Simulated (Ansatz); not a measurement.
# Cl started on a Si site in antifluorite Mg2Si, 96 atoms, charge +1

Method: DFT, PBEsol, PAW, plane waves in Ansatz.

Command:

```sh
ansatz run in.yaml --threads 8 --pin off --max-ram 118750MiB --runs-dir r --events-out ev --progress --plain --backend cuda --devices 0, --max-vram 170GiB
```

The input less its lattice and atoms:

```yaml
crystal:
  symmetry: { detect: false }
kpoints:
  mp_grid: { grid: [1, 1, 1], shift: [0.25, 0.25, 0.25] }
hamiltonian:
  xc: pbesol
total_charge: 1
scf:
  occupations: { method: fermi_dirac, width: 0.01 }
relax:
  f_tol: 0.03
  max_steps: 80
  escape_saddle: false
  adjacent_minimum: "off"
output:
  forces: true
  eigenvalues: true
  populations: true
  charged_corrections: { epsilon: 19 }
```

Start:

```xyz
96
Lattice="12.6495 0.0000 0.0000 0.0000 12.6495 0.0000 0.0000 0.0000 12.6495" Properties=species:S:1:pos:R:3 pbc="T T T"
Mg    4.7323    1.5813    1.6189
Mg    4.7752    1.5457    7.9262
Mg    4.7307    7.8806    1.5868
Mg    4.7749    7.8873    7.8947
Mg   11.0927    1.5781    1.5706
Mg   11.0668    1.5952    7.9073
Mg   11.0682    7.9324    1.5661
Mg   11.0596    7.8829    7.8424
Mg    1.5586    4.7607    1.5765
Mg    1.5810    4.7302    7.9008
Mg    1.6062   11.0863    1.5913
Mg    1.6005   11.0398    7.9183
Mg    7.9118    4.7371    1.5551
Mg    7.8644    4.7242    7.9335
Mg    7.9188   11.0557    1.5681
Mg    7.8874   11.0849    7.8942
Mg    1.5347    1.5822    4.7765
Mg    1.5848    1.5720   11.0867
Mg    1.5522    7.9209    4.7422
Mg    1.5918    7.9208   11.0970
Mg    7.9359    1.5622    4.7213
Mg    7.9164    1.5681   11.0562
Mg    7.9175    7.9027    4.7368
Mg    7.9255    7.9269   11.0939
Mg    1.5685    1.5619    1.5995
Mg    1.5652    1.5628    7.8834
Mg    1.5429    7.8929    1.5998
Mg    1.5538    7.9432    7.9443
Mg    7.8954    1.5957    1.6181
Mg    7.8959    1.5565    7.9328
Mg    7.8716    7.8907    1.5979
Mg    7.9412    7.9245    7.9137
Mg    4.7200    4.7348    4.7479
Mg    4.7129    4.7435   11.0622
Mg    4.7486   11.0916    4.7211
Mg    4.7476   11.0862   11.0817
Mg   11.0658    4.7525    4.7443
Mg   11.0792    4.7393   11.0965
Mg   11.0698   11.0784    4.7772
Mg   11.0560   11.0519   11.0498
Mg    4.6968    4.7596    1.5659
Mg    4.7204    4.7601    7.8979
Mg    4.7350   11.0736    1.5258
Mg    4.7171   11.0500    7.9511
Mg   11.0696    4.7407    1.6260
Mg   11.0887    4.7178    7.9429
Mg   11.0732   11.0626    1.5662
Mg   11.0410   11.0415    7.8917
Mg    4.7360    1.5991    4.7299
Mg    4.7843    1.6099   11.0613
Mg    4.7164    7.9064    4.6901
Mg    4.7243    7.9154   11.0768
Mg   11.0874    1.5362    4.7416
Mg   11.0547    1.5878   11.0376
Mg   11.0525    7.9009    4.7416
Mg   11.0770    7.9239   11.0873
Mg    1.5882    4.7324    4.7647
Mg    1.5871    4.7110   11.0552
Mg    1.5811   11.0694    4.7484
Mg    1.5878   11.0819   11.0689
Mg    7.9119    4.7364    4.7232
Mg    7.9147    4.7408   11.0776
Mg    7.8899   11.0534    4.7594
Mg    7.8983   11.0704   11.0487
Si   12.6488    0.0258    0.0004
Si   12.6467    0.0245    6.3344
Si    0.0259    6.3094   12.6370
Si   12.6455    6.2885    6.3274
Si    6.3220   12.6318   12.6445
Si    6.3200   12.6218    6.3160
Si    6.3270    6.3361   12.6410
Si    3.1596    3.1599    0.0043
Si    3.1576    3.2151    6.3218
Si    3.1698    9.4762    0.0345
Si    3.1423    9.4966    6.3087
Si    9.5214    3.1740   12.6358
Si    9.4783    3.1495    6.3110
Si    9.4969    9.5151   12.6440
Si    9.5028    9.4728    6.3391
Si    3.1617    0.0096    3.1453
Si    3.1666    0.0236    9.4871
Si    3.1519    6.3414    3.1878
Si    3.1661    6.3225    9.4904
Si    9.4838   12.6183    3.1634
Si    9.4948   12.6398    9.4734
Si    9.4994    6.3254    3.1682
Si    9.4701    6.3044    9.4693
Si   12.6424    3.1500    3.1513
Si   12.6347    3.1606    9.4922
Si    0.0099    9.4860    3.1638
Si   12.6386    9.4992    9.4861
Si    6.3104    3.1530    3.1471
Si    6.3320    3.1956    9.4439
Si    6.3187    9.4879    3.1445
Si    6.3231    9.4632    9.4893
Cl    6.3080    6.3438    6.3073
```

Steps:

```csv
step,energy less the first (eV),largest force component (eV/Å)
start,0.000,0.789
1,-0.940,0.125
2,-0.978,0.049
3,-0.985,0.013
```

End:

```xyz
96
Lattice="12.6495 0.0000 0.0000 0.0000 12.6495 0.0000 0.0000 0.0000 12.6495" Properties=species:S:1:pos:R:3 pbc="T T T"
Mg    4.7259    1.5758    1.5784
Mg    4.7381    1.5562    7.9090
Mg    4.7359    7.9057    1.5548
Mg    4.6121    8.0143    8.0136
Mg   11.0620    1.5816    1.5804
Mg   11.0680    1.5803    7.9121
Mg   11.0624    7.9112    1.5821
Mg   11.0943    7.9062    7.9056
Mg    1.5729    4.7273    1.5755
Mg    1.5567    4.7370    7.9069
Mg    1.5816   11.0625    1.5829
Mg    1.5801   11.0654    7.9131
Mg    7.9038    4.7398    1.5581
Mg    8.0209    4.6065    8.0217
Mg    7.9119   11.0677    1.5836
Mg    7.9052   11.0938    7.9071
Mg    1.5756    1.5756    4.7303
Mg    1.5811    1.5800   11.0663
Mg    1.5543    7.9058    4.7434
Mg    1.5838    7.9105   11.0700
Mg    7.9050    1.5565    4.7412
Mg    7.9125    1.5833   11.0692
Mg    8.0157    8.0180    4.6121
Mg    7.9068    7.9073   11.0967
Mg    1.5768    1.5773    1.5808
Mg    1.5808    1.5800    7.9199
Mg    1.5773    7.9166    1.5844
Mg    1.5581    7.9062    7.9126
Mg    7.9163    1.5822    1.5839
Mg    7.9075    1.5562    7.9108
Mg    7.9044    7.9081    1.5584
Mg    8.0386    8.0379    8.0406
Mg    4.6178    4.6217    4.6183
Mg    4.7388    4.7415   11.0924
Mg    4.7396   11.0951    4.7402
Mg    4.7285   11.0688   11.0665
Mg   11.0915    4.7384    4.7445
Mg   11.0658    4.7297   11.0716
Mg   11.0654   11.0643    4.7308
Mg   11.0683   11.0689   11.0706
Mg    4.7368    4.7392    1.5552
Mg    4.6216    4.6179    8.0448
Mg    4.7354   11.0630    1.5814
Mg    4.7378   11.0866    7.9080
Mg   11.0599    4.7353    1.5863
Mg   11.0888    4.7391    7.9137
Mg   11.0661   11.0660    1.5848
Mg   11.0682   11.0686    7.9209
Mg    4.7389    1.5573    4.7420
Mg    4.7349    1.5823   11.0654
Mg    4.6131    8.0507    4.6145
Mg    4.7406    7.9107   11.0851
Mg   11.0633    1.5785    4.7345
Mg   11.0664    1.5842   11.0658
Mg   11.0855    7.9064    4.7399
Mg   11.0712    7.9210   11.0706
Mg    1.5552    4.7393    4.7397
Mg    1.5799    4.7354   11.0637
Mg    1.5798   11.0635    4.7368
Mg    1.5829   11.0648   11.0680
Mg    8.0439    4.6203    4.6228
Mg    7.9072    4.7401   11.0886
Mg    7.9073   11.0878    4.7407
Mg    7.9196   11.0711   11.0720
Si   12.6472   12.6473    0.0001
Si   12.6478   12.6472    6.3249
Si   12.6462    6.3233    0.0002
Si   12.6479    6.3229    6.3256
Si    6.3227   12.6492    0.0002
Si    6.3226   12.6489    6.3248
Si    6.3221    6.3235   12.6489
Si    3.1583    3.1588   12.6456
Si    3.1688    3.1675    6.3161
Si    3.1603    9.4860   12.6487
Si    3.1624    9.4835    6.3253
Si    9.4841    3.1608    0.0004
Si    9.4832    3.1622    6.3255
Si    9.4870    9.4876    0.0044
Si    9.4776    9.4783    6.3314
Si    3.1581   12.6449    3.1610
Si    3.1599   12.6475    9.4871
Si    3.1652    6.3150    3.1675
Si    3.1638    6.3237    9.4840
Si    9.4849   12.6483    3.1623
Si    9.4875    0.0025    9.4892
Si    9.4817    6.3241    3.1649
Si    9.4787    6.3318    9.4805
Si   12.6433    3.1589    3.1606
Si   12.6481    3.1602    9.4878
Si   12.6461    9.4854    3.1626
Si    0.0023    9.4874    9.4892
Si    6.3136    3.1699    3.1702
Si    6.3230    3.1622    9.4862
Si    6.3232    9.4840    3.1639
Si    6.3301    9.4792    9.4789
Cl    6.2880    6.3538    6.3192
```

Self-consistency was reached.

Time: 4.1 s of wall time on one NVIDIA GB200 with 8 processor threads, on a host shared with other runs; peak host memory 2.1 GiB.

(1) How much energy did the relaxation gain, and which atom moved most?

The run had no spin, and a state with a moment may lie lower. The one k point has no symmetry partners, which can distort the end along one axis.

## Answers

(1) 0.98 eV in 3 steps, from a start with small random displacements; atom 4 (Mg) moved 0.24 Å, the median atom 0.03 Å (drift of the whole cell removed).
